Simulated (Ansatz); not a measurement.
Mg: levels along high-symmetry lines

```
Mg
1.0
     3.20927    0.00000    0.00000
    -1.60464    2.77931    0.00000
     0.00000    0.00000    5.21033
Mg
2
Direct
  0.33333 0.66667 0.25000
  0.66667 0.33333 0.75000
```

Atom numbers follow the list: Mg1, Mg2.

The cell is COD entry 9008506, as deposited and not checked against the literature; nothing was relaxed.

Theory: DFT, LDA, all-electron LAPW, scalar-relativistic in Ansatz 0.2.0.

Sampling and basis: a Γ-centred 12×12×7 k mesh, Fermi–Dirac smearing of 0.05 eV, basis error target 1 meV/atom, no spin polarisation.

Points in fractions of the reciprocal vectors of this cell: Γ (0, 0, 0), M (0.5, 0, 0), K (0.333, 0.333, 0), A (0, 0, 0.5), L (0.5, 0, 0.5), H (0.333, 0.333, 0.5). The path joins them by straight lines in the order Γ–M–K–Γ–A–L–H–A–L; legs that retrace an earlier one aren't tabulated. Energies are in eV from the Fermi level.

Metal or insulator at this level of theory?

No gap opens: metallic or semimetallic.

Tabulate bands 6 to 12, counted from the lowest band of the run, along the path.


| k (1/Å) | point | band 6 | band 7 | band 8 | band 9 | band 10 | band 11 | band 12 |
| --- | --- | --- | --- | --- | --- | --- | --- | --- |
| 0.00 | Γ | -42.71 | -42.71 | -42.71 | -6.82 | -1.57 | -1.23 | 10.88 |
| 0.16 |  | -42.71 | -42.71 | -42.71 | -6.72 | -1.48 | -1.14 | 8.96 |
| 0.32 |  | -42.71 | -42.71 | -42.71 | -6.42 | -1.21 | -0.85 | 6.80 |
| 0.48 |  | -42.71 | -42.71 | -42.71 | -5.93 | -0.76 | -0.37 | 4.75 |
| 0.65 |  | -42.72 | -42.71 | -42.71 | -5.24 | -0.12 | 0.25 | 2.88 |
| 0.81 |  | -42.72 | -42.71 | -42.71 | -4.36 | 0.58 | 0.70 | 1.64 |
| 0.97 |  | -42.72 | -42.72 | -42.71 | -3.30 | -0.68 | 1.69 | 2.31 |
| 1.13 | M | -42.72 | -42.72 | -42.71 | -2.09 | -2.04 | 2.69 | 3.11 |
| 1.22 |  | -42.72 | -42.72 | -42.71 | -2.05 | -2.01 | 2.72 | 3.14 |
| 1.32 |  | -42.72 | -42.72 | -42.71 | -1.96 | -1.92 | 2.80 | 3.23 |
| 1.41 |  | -42.72 | -42.72 | -42.71 | -1.80 | -1.76 | 2.95 | 2.97 |
| 1.50 |  | -42.72 | -42.72 | -42.72 | -1.58 | -1.55 | 2.16 | 3.16 |
| 1.60 |  | -42.72 | -42.72 | -42.72 | -1.29 | -1.27 | 1.25 | 3.43 |
| 1.69 |  | -42.72 | -42.72 | -42.72 | -0.95 | -0.93 | 0.34 | 3.76 |
| 1.78 | K | -42.72 | -42.72 | -42.72 | -0.55 | -0.55 | -0.51 | 4.14 |
| 1.97 |  | -42.72 | -42.72 | -42.72 | -2.16 | 0.38 | 0.46 | 2.77 |
| 2.16 |  | -42.72 | -42.72 | -42.71 | -3.55 | 1.18 | 1.45 | 1.69 |
| 2.34 |  | -42.72 | -42.71 | -42.71 | -4.72 | 0.36 | 0.70 | 3.16 |
| 2.53 |  | -42.71 | -42.71 | -42.71 | -5.63 | -0.48 | -0.09 | 4.87 |
| 2.72 |  | -42.71 | -42.71 | -42.71 | -6.29 | -1.09 | -0.72 | 6.80 |
| 2.90 |  | -42.71 | -42.71 | -42.71 | -6.69 | -1.45 | -1.10 | 8.90 |
| 3.09 | Γ | -42.71 | -42.71 | -42.71 | -6.82 | -1.57 | -1.23 | 10.88 |
| 3.17 |  | -42.71 | -42.71 | -42.71 | -6.79 | -2.15 | -0.61 | 10.90 |
| 3.26 |  | -42.71 | -42.71 | -42.71 | -6.71 | -2.82 | 0.21 | 10.60 |
| 3.35 |  | -42.71 | -42.71 | -42.71 | -6.56 | -3.45 | 1.08 | 9.52 |
| 3.43 |  | -42.71 | -42.71 | -42.71 | -6.37 | -4.02 | 2.00 | 8.38 |
| 3.52 |  | -42.71 | -42.71 | -42.71 | -6.11 | -4.55 | 2.96 | 7.23 |
| 3.60 |  | -42.71 | -42.71 | -42.71 | -5.80 | -5.02 | 3.97 | 6.11 |
| 3.69 | A | -42.71 | -42.71 | -42.71 | -5.44 | -5.44 | 5.02 | 5.02 |
| 3.85 |  | -42.71 | -42.71 | -42.71 | -5.34 | -5.34 | 5.10 | 5.10 |
| 4.01 |  | -42.71 | -42.71 | -42.71 | -5.05 | -5.05 | 5.33 | 5.33 |
| 4.18 |  | -42.71 | -42.71 | -42.71 | -4.56 | -4.56 | 5.42 | 5.42 |
| 4.34 |  | -42.72 | -42.71 | -42.71 | -3.88 | -3.88 | 3.96 | 3.96 |
| 4.50 |  | -42.72 | -42.71 | -42.71 | -3.02 | -3.02 | 2.26 | 2.26 |
| 4.66 |  | -42.72 | -42.71 | -42.71 | -1.98 | -1.98 | 0.72 | 0.72 |
| 4.82 | L | -42.72 | -42.71 | -42.71 | -1.01 | -1.01 | -0.43 | -0.43 |
| 4.91 |  | -42.72 | -42.71 | -42.71 | -0.98 | -0.98 | -0.40 | -0.40 |
| 5.01 |  | -42.72 | -42.71 | -42.71 | -0.89 | -0.89 | -0.30 | -0.30 |
| 5.10 |  | -42.72 | -42.71 | -42.71 | -0.74 | -0.74 | -0.14 | -0.14 |
| 5.19 |  | -42.72 | -42.71 | -42.71 | -0.53 | -0.53 | 0.08 | 0.08 |
| 5.29 |  | -42.72 | -42.71 | -42.71 | -0.27 | -0.27 | 0.35 | 0.35 |
| 5.38 |  | -42.72 | -42.71 | -42.71 | 0.04 | 0.04 | 0.64 | 0.64 |
| 5.47 | H | -42.72 | -42.71 | -42.71 | 0.27 | 0.27 | 0.76 | 0.76 |
| 5.66 |  | -42.72 | -42.71 | -42.71 | -0.87 | -0.87 | 1.49 | 1.49 |
| 5.85 |  | -42.72 | -42.71 | -42.71 | -2.23 | -2.23 | 2.69 | 2.69 |
| 6.03 |  | -42.72 | -42.71 | -42.71 | -3.37 | -3.37 | 4.15 | 4.15 |
| 6.22 |  | -42.72 | -42.71 | -42.71 | -4.27 | -4.27 | 5.64 | 5.64 |
| 6.41 |  | -42.71 | -42.71 | -42.71 | -4.92 | -4.92 | 5.42 | 5.42 |
| 6.59 |  | -42.71 | -42.71 | -42.71 | -5.31 | -5.31 | 5.13 | 5.13 |
| 6.78 | A | -42.71 | -42.71 | -42.71 | -5.44 | -5.44 | 5.02 | 5.02 |
